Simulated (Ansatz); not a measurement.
A field-response calculation (clamped ions) of BN built on the wurtzite prototype with Ansatz, at the level r2SCAN. The cell was relaxed with r2SCAN and then strained (uniaxial -2.0 % along z, other directions held), with the atoms relaxed again with r2SCAN; k points keep the names of the unstrained zone.

```yaml
crystal:
  lattice:
    - [2.5439499996, 0.0, 0.0]
    - [-1.2719749998, 2.2031253256, 0.0]
    - [0.0, 0.0, 4.1236590347]
  atoms:
    - { symbol: B, position: [0.3333333333, 0.6666666667, 0.000102031] }
    - { symbol: B, position: [0.6666666667, 0.3333333333, 0.500102031] }
    - { symbol: "N", position: [0.3333333333, 0.6666666667, 0.374897969] }
    - { symbol: "N", position: [0.6666666667, 0.3333333333, 0.874897969] }
kpoints:
  mp_grid: { grid: [9, 9, 6] }
hamiltonian:
  xc: r2scan
scf:
  occupations: { method: fixed }
dielectric: {}
```

Some lines of the output have been replaced by numbered gaps.
```
Pseudopotential: B, paw, valence charge 3, recommended cutoff 500 eV (meta_gga)
Pseudopotential: N, paw, valence charge 5, recommended cutoff 500 eV (meta_gga)
Functional definition: r2SCAN
Crystal: 4 atoms, lattice volume = 23.112 Å³
Basis set: ecut = 500 eV, 579 PW (Γ)
Bands: 12, of which v1, the nominal top of the filled ones, is band 8 counted from 1 (7 counted from 0)
Symmetry: 12 space group operations
k-points: 140 of 486 (irreducible under 2 space group operations, time reversal used)
SCF 1 converged in 8 iterations: F = -1087.903248 eV  dr2 = 2.43e-12
SCF 1 converged in 3 iterations: F = -1087.900881 eV  dr2 = 1.20e-8
SCF converged after 8 iterations
Free energy (F): -1087.903248 eV
Fermi energy:    11.512231 eV
--- Per-component energies (eV) ---
  E_band       = 47.841435
  E_kinetic    = 374.748833
  E_local      = -348.428836
  E_nonlocal   = 112.168313
  E_hartree    = 99.224677
  E_xc         = -185.332178
  E_vxc        = -256.534475
  E_paw        = -419.209118
  E_vpaw       = -46.595642
  E_vtau       = 14.033867
  E_ewald      = -720.978968
  E_core_change = -0.096013
--- Dielectric response (ions clamped): 3 representative field directions + reference, inside a basis on a mesh of 600 k-points ---
  ε∞ (high-frequency dielectric tensor):
[1]
  Born effective charges Z* (e; rows j = field, columns β = displacement):
    site 0:
[2]
    site 1:
[3]
    site 2:
[4]
    site 3:
[5]
  ε∞ is read to err by 1.1e-2, Z* by 7.0e-3 e
```

Question: What stood in the gaps? They hold ε∞ (with the ionic part, where printed), the Born charges.

Answer:
```
[1]
        4.420974     0.000000     0.000000
        0.000000     4.420974     0.000000
        0.000000     0.000000     4.462172
[2]
         1.92329    0.00000    0.00000
         0.00000    1.92329    0.00000
         0.00000    0.00000    1.99808
[3]
         1.92329    0.00000    0.00000
         0.00000    1.92329    0.00000
         0.00000    0.00000    1.99808
[4]
        -1.92329    0.00000    0.00000
         0.00000   -1.92329    0.00000
         0.00000    0.00000   -1.99808
[5]
        -1.92329    0.00000    0.00000
         0.00000   -1.92329    0.00000
         0.00000    0.00000   -1.99808
```

The clamped-ion dielectric constant comes out as 4.42 along x and y, 4.46 along z. Born charges, averaged over directions: B +1.95, N -1.95 e.

Run as `ansatz run input.yaml --threads 2 --pin off --max-ram 20275MiB --backend cpu --events-out ev --progress --plain --runs-dir out`. Wall time 28 s on 2 threads of AMD EPYC 7R13 Processor (Zen 3), with other jobs on the host, load about 1.7 per core; peak host memory 0.83 GiB.

No spin polarisation and no zero-point or thermal motion.
